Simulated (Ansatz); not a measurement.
Strain response of SbPb

Theory: DFT r2SCAN, scalar-relativistic, plane waves, PAW in Ansatz 0.2.0. Settings: 500 eV cutoff, 10×8×8 k-mesh, Gaussian smearing of 0.10 eV, no spin polarisation.

Starting point, cell and atoms relaxed:

```yaml
crystal:
  lattice:
    - [4.08876, 0.00000, 0.00000]
    - [0.00000, 5.34486, 0.00000]
    - [0.00000, 0.00000, 5.38341]
  atoms:
    - { symbol: Sb, position: [0.50000, 0.00000, 0.50000] }
    - { symbol: Sb, position: [0.00000, 0.50000, 0.50000] }
    - { symbol: Pb, position: [0.00000, 0.00000, 0.00000] }
    - { symbol: Pb, position: [0.50000, 0.50000, 0.00000] }
```

Deformation: all cell vectors scaled alike, the atoms relaxed, all within the symmetry that the strain leaves. Energies are extrapolated to zero smearing. On this cell's mesh the reference holds a stress of up to 0.53 GPa.

Spin–orbit coupling is left out, which can shift energies with elements as heavy as these.

Give the structure at +2.0 %.

```yaml
crystal:
  lattice:
    - [4.17054, 0.00000, 0.00000]
    - [0.00000, 5.45176, 0.00000]
    - [0.00000, 0.00000, 5.49108]
  atoms:
    - { symbol: Sb, position: [0.50000, 0.00000, 0.50000] }
    - { symbol: Sb, position: [0.00000, 0.50000, 0.50000] }
    - { symbol: Pb, position: [0.00000, 0.00000, 0.00000] }
    - { symbol: Pb, position: [0.50000, 0.50000, 0.00000] }
```
Space group Cmmm (65), 15.3 meV/atom over the relaxed crystal.